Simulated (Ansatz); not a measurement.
TiTe2:
```cif
data_Te6Ti3
_chemical_formula_sum 'Ti3 Te6'
_space_group_name_H-M_alt 'R3m :H'
_space_group_IT_number 160
_space_group_name_Hall 'R 3 -2"'
_cell_length_a 3.65962
_cell_length_b 3.65962
_cell_length_c 19.49714
_cell_angle_alpha 90.000
_cell_angle_beta 90.000
_cell_angle_gamma 120.000
loop_
_atom_site_label
_atom_site_type_symbol
_atom_site_symmetry_multiplicity
_atom_site_Wyckoff_symbol
_atom_site_fract_x
_atom_site_fract_y
_atom_site_fract_z
_atom_site_occupancy
Ti1 Ti 3 a 0.00000 0.00000 0.99953 1
Te1 Te 3 a 0.00000 0.00000 0.24419 1
Te2 Te 3 a 0.00000 0.00000 0.42297 1
```
(The calculation used a cell of 3 atoms; values per cell refer to that cell.)

This is the LDA-relaxed structure.

Question: All from LDA (plane waves, PAW; program Ansatz), unless another level is named. Predict the electronic character.

Answer: metallic (no gap).

Question: Predict the density of states at the Fermi level.

Answer: 0.68 states/eV per atom (mean over ±0.08 eV).

Question: And the formation energy from the elements (no fitted shifts)?

Answer: -0.60 eV/atom.

A made-up cell: these elements were put on the sites of a structure type; neither database checked (COD, Materials Project) lists it. COD files the formula under space group No. 164, so this cell is another polymorph or a model. Its standing as an ambient phase is unchecked. The LDA relaxation kept the symmetry of its start; its stability against distortions is not shown here. No spin polarisation was allowed. A crystal of weakly bound layers computed without a dispersion correction: the cell and the soft elastic constants depend strongly on that. The references are the lowest solids computed at this level, not always the standard phases. Scalar-relativistic: spin–orbit coupling is off unless named, which matters more the heavier the elements.

Potentials: the earlier of the program's two PAW sets.
